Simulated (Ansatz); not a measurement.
BaSi₃Pd in space group I4mm (No. 107; Ba on 2a, Si on 2a, Si on 4b, Pd on 2a), PBE in the plane-wave PAW code Ansatz, all energies at zero smearing, with the estimated change up to a 700 eV cutoff added, with one set of potentials and settings (totals compare only within such a set). Cell of 5 atoms (1 Ba, 3 Si, 1 Pd): -14832.341 eV.

| element | reference phase | E (eV/atom) |
|---|---|---|
| Ba | Im-3m, 1 atoms in the cell | -5949.5401 |
| Si | Fd-3m, 2 atoms in the cell | -635.8096 |
| Pd | Fm-3m, 1 atoms in the cell | -6972.8544 |

Formation energy per atom, worked out: (-14832.341 − 1×(-5949.5401) − 3×(-635.8096) − 1×(-6972.8544))/5 = -0.503 eV/atom (-49 kJ per mol of atoms), at 0 K, without zero-point energy or fitted corrections.

The workflow started from a Materials Project entry (that database holds measured and hypothetical structures alike); the Crystallography Open Database copy checked does not list it. Whether it is the stable phase at ambient conditions was not checked. The PBE relaxation kept the symmetry of its start; of distortions, only those at the zone centre were tested. The run is not spin-polarised. The references are the lowest solids computed at this level, not always the standard phases. Scalar-relativistic: spin–orbit coupling is off unless named, which matters more the heavier the elements.

Potentials: the later of the program's two PAW sets.
